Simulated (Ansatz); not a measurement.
An Ansatz (a first-principles code) input:

Ansatz 0.2 input:
```yaml
crystal:
  lattice:
    - [-1.5844735428, 1.5844735428, 1.5844735428]
    - [1.5844735428, -1.5844735428, 1.5844735428]
    - [1.5844735428, 1.5844735428, -1.5844735428]
  atoms:
    - { symbol: W, position: [0.0, 0.0, 0.0] }
kpoints:
  mp_grid: { grid: [13, 13, 13] }
  band_path:
    path:
      - [[0.0, 0.0, 0.0], [0.5, -0.5, 0.5], [0.0, 0.0, 0.5], [0.0, 0.0, 0.0], [0.25, 0.25, 0.25], [0.5, -0.5, 0.5]]  # Γ-H-N-Γ-P-H
      - [[0.25, 0.25, 0.25], [0.0, 0.0, 0.5]]  # P-N
    npoints: 12
hamiltonian:
  xc: r2scan
  pseudopotentials: { azcp: { folder: ./paw }, kind: paw_fr }
magnetization: { noncollinear: true, spin_orbit: true }
scf:
  n_extra_bands: 12
  convergence: { dr2_threshold: 0.0000000001 }
  occupations: { method: gaussian, width: 0.05 }
output: { eigenvalues: true }
```

Problem. How many symmetry operations and irreducible k-points will the run report?

Solution. 48 operations, 84 of 2197 k-points.

Problem. With a cutoff of 500 eV, how many plane waves at Γ?

Solution. 381.

It took about 28 core-seconds (a rough figure) on shared server cores.

Space group Im-3m (bcc (W type)). Symmetry was held in the r²SCAN relaxation. The run is not spin-polarised.

Potentials: the earlier of the program's two PAW sets.

Ansatz is a plane-wave DFT program.
